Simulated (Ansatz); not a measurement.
SiO$_{2}$:
Space group Ama2 (No. 40); a = 8.2951 Å, b = 8.7914 Å, c = 4.9777 Å, α = 90.00°, β = 90.00°, γ = 90.00°

```tsv
atom	site	symmetry	x	y	z
Si	8c	1	0.0627	0.3355	0.0045
O	4a	..2	0.0000	0.0000	0.6032
O	8c	1	0.0418	0.2159	0.2473
O	4b	m..	0.7500	0.1571	0.4202
```
(The calculation used a cell of 12 atoms; values per cell refer to that cell.)

Relaxed with r²SCAN. The program Ansatz at the r²SCAN level (PAW) gives a gap of 6.41 eV.

What gap does HSE06 give on the same cell (Ansatz, PAW)?

7.55 eV, 1.15 eV more. The hybrid was solved on a coarser mesh and at special points; the gap given is the minimum over both.

```
k   v1 r²SCAN  c1 r²SCAN  v1 HSE06  c1 HSE06
--  ---------  ---------  --------  --------
Γ        0.00       6.41      0.00      7.55
Y       -0.06       8.82     -0.06     10.00
T       -0.29       9.19       ___       ___
Z       -0.11       7.27     -0.12      8.43
S       -0.13       8.76       ___       ___
R       -0.33       9.08       ___       ___
Δ0      -0.19       9.35       ___       ___
B0      -0.45       9.57     -0.47     10.73
```

Top valence (v1) and lowest conduction level (c1) in eV from each method's valence maximum (which need not be a listed point): supply the withheld HSE06 values.


- T, v1 HSE06: -0.30
- T, c1 HSE06: 10.35
- S, v1 HSE06: -0.14
- S, c1 HSE06: 9.94
- Δ0, v1 HSE06: -0.19
- Δ0, c1 HSE06: 10.52
- R, v1 HSE06: -0.34
- R, c1 HSE06: 10.25

Cost on shared cores: the r²SCAN run (SCF on a 7×7×4 mesh, then bands and DOS) very roughly 8 core-minutes, the HSE06 run (SCF on 4×4×2, then a few points) very roughly 8 core-minutes; the tasks are unlike.

The first step of the workflow began from a Materials Project structure, measured or hypothetical; the Crystallography Open Database copy checked does not list it. It is not the phase usual at ambient conditions (space group No. 92, 152, 154). The r²SCAN relaxation kept the symmetry of its start; whether a distortion lowers the energy is not shown.

Potentials: the later of the program's two PAW sets.
